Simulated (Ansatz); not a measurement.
## Band structure of SbMo

```yaml
crystal:
  lattice:
    - [4.64377, 0.00000, 0.00000]
    - [-2.32188, 4.02162, 0.00000]
    - [0.00000, 0.00000, 5.45412]
  atoms:
    - { symbol: Mo, position: [0.33333, 0.66667, 0.93801] }
    - { symbol: Mo, position: [0.66667, 0.33333, 0.43801] }
    - { symbol: Sb, position: [0.33333, 0.66667, 0.43799] }
    - { symbol: Sb, position: [0.66667, 0.33333, 0.93799] }
```

Atoms are numbered in the order listed.

The structure comes from a relaxation in the same program, started in the wurtzite type, and has space group P6_3/mmc. Whether it is a known phase or the ground state wasn't checked. The relaxation left the symmetry of that type.

Spin–orbit coupling is left out, though it moves levels of the heavy atoms by tenths of an eV or more.

Level of theory: Ansatz 0.2.0, DFT, PBE, all-electron LAPW, scalar-relativistic.

Settings: a Γ-centred 9×9×5 k mesh, Fermi–Dirac smearing of 0.05 eV, basis error target 1 meV/atom, no spin polarisation.

Points in fractions of the reciprocal vectors of this cell: Γ (0, 0, 0), M (0.5, 0, 0), K (0.333, 0.333, 0), A (0, 0, 0.5), L (0.5, 0, 0.5), H (0.333, 0.333, 0.5). The path joins them by straight lines in the order Γ–M–K–Γ–A–L–H–A–L; legs that retrace an earlier one aren't tabulated. Energies are in eV from the Fermi level.

**Question.** Metal or insulator at this level of theory?

**Answer.** No gap opens: metallic or semimetallic.

**Question.** Tabulate bands 50 to 57, counted from the lowest band of the run, along the path.

**Answer.** 
```csv
k (1/Å),point,band 50,band 51,band 52,band 53,band 54,band 55,band 56,band 57
0.00,Γ,-1.49,-1.49,-0.88,0.01,0.01,1.10,1.62,2.67
0.20,,-1.69,-1.55,-0.78,0.08,0.13,1.21,1.48,2.01
0.39,,-2.14,-1.69,-0.64,0.23,0.43,0.75,1.31,1.40
0.59,,-1.82,-1.81,-0.72,0.10,0.36,0.43,0.81,1.08
0.78,M,-1.85,-1.42,-0.92,-0.10,-0.05,0.40,0.78,1.16
0.89,,-1.90,-1.36,-1.00,-0.12,-0.08,0.42,0.72,1.16
1.01,,-2.03,-1.18,-1.17,-0.16,-0.12,0.46,0.56,1.18
1.12,,-2.17,-1.32,-0.94,-0.19,-0.15,0.28,0.50,1.21
1.23,K,-2.22,-1.38,-0.80,-0.16,-0.16,0.06,0.51,1.27
1.46,,-2.06,-1.39,-1.06,-0.07,-0.02,0.44,0.76,0.99
1.68,,-2.23,-1.80,-0.64,0.27,0.56,0.57,0.76,1.44
1.91,,-1.75,-1.58,-0.76,0.10,0.17,1.25,1.42,1.91
2.13,Γ,-1.49,-1.49,-0.88,0.01,0.01,1.10,1.62,2.67
2.28,,-1.39,-1.33,-1.33,0.05,0.05,1.25,2.05,2.71
2.42,,-2.37,-0.97,-0.97,0.09,0.09,1.50,2.82,2.87
2.57,,-3.31,-0.56,-0.56,0.03,0.03,1.81,2.55,3.20
2.71,A,-3.57,-0.20,-0.20,-0.20,-0.20,2.16,2.16,3.68
2.91,,-3.43,-0.22,-0.22,-0.19,-0.19,2.03,2.03,3.28
3.10,,-3.28,-0.27,-0.27,-0.19,-0.19,1.23,1.23,2.52
3.30,,-3.04,-0.37,-0.37,-0.33,-0.33,0.62,0.62,1.86
3.49,L,-2.93,-0.55,-0.55,-0.35,-0.35,0.50,0.50,1.61
3.60,,-2.91,-0.65,-0.65,-0.24,-0.24,0.51,0.51,1.47
3.72,,-2.89,-0.80,-0.80,-0.05,-0.05,0.53,0.53,1.18
3.83,,-2.87,-0.91,-0.91,0.15,0.15,0.57,0.57,0.85
3.94,H,-2.86,-0.95,-0.95,0.28,0.28,0.58,0.58,0.66
4.17,,-2.92,-0.75,-0.75,-0.02,-0.02,0.63,0.63,1.18
4.39,,-3.14,-0.36,-0.36,-0.14,-0.14,1.03,1.03,2.05
4.62,,-3.40,-0.23,-0.23,-0.18,-0.18,1.95,1.95,3.06
4.84,A,-3.57,-0.20,-0.20,-0.20,-0.20,2.16,2.16,3.68
```
